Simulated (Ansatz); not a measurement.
SnSe₂:
```
CELL_PARAMETERS angstrom
      3.82904     0.00000     0.00000
     -1.91452     3.31604     0.00000
      0.00000     0.00000     6.28496
ATOMIC_POSITIONS crystal
  Sn 0.00000 0.00000 0.00000
  Se 0.33333 0.66667 0.25038
  Se 0.66667 0.33333 0.74962
```

Relaxed with r²SCAN+D4. Special points in fractions of this cell's reciprocal vectors: Γ (0.000, 0.000, 0.000); M (0.500, 0.000, 0.000); K (0.333, 0.333, 0.000); A (0.000, 0.000, 0.500); L (0.500, 0.000, 0.500); H (0.333, 0.333, 0.500).

Problem. List the band energies nearest the valence-band maximum at these points for r²SCAN+D4 with spin–orbit coupling in the plane-wave PAW code Ansatz.

Solution. In eV from the valence-band maximum; about four levels below and three above (degenerate sets whole), none deeper than 8.9 eV; points with the same levels are listed once.

```
k                    below                above
-  -----------------------  -------------------
Γ  -0.21 -0.21 -0.13 -0.13  1.40 1.40 3.47 3.47
M  -1.24 -1.24 -0.33 -0.33  1.34 1.34 4.21 4.21
K  -1.56 -1.56 -1.51 -1.51  1.53 1.53 6.68 6.68
A  -0.34 -0.34 -0.07 -0.07  2.73 2.73 3.41 3.41
L  -0.93 -0.93 -0.63 -0.63  0.97 0.97 4.60 4.60
H  -0.53 -0.53 -0.44 -0.44  2.55 2.55 4.93 4.93
```

Space group P-3m1 (CdI2 type). The r²SCAN+D4 relaxation kept the symmetry of its start.

Potentials: the later of the program's two PAW sets.
